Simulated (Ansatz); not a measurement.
System: Au (fcc type), 1 atom in the cell.

```
CELL_PARAMETERS angstrom
0.00000 2.08010 2.08010
2.08010 0.00000 2.08010
2.08010 2.08010 0.00000
ATOMIC_POSITIONS crystal
Au 0.00000 0.00000 0.00000
```

Code and potentials: Ansatz all-electron LAPW. Settings of the plain PBE run: k-mesh 4×4×4 Γ-centred; Fermi–Dirac smearing of 0.15 eV; no spin polarisation; no spin–orbit coupling.

Plain PBE gives:

```json
{
 "Pressure": "1.73 GPa"
}
```

(1) What changes under PBE with spin–orbit coupling?

Results:

(1) The pressure falls by 1.234 GPa to 0.494 GPa.

The k-mesh is coarse, so these values belong to this mesh and can lie far from the converged ones.
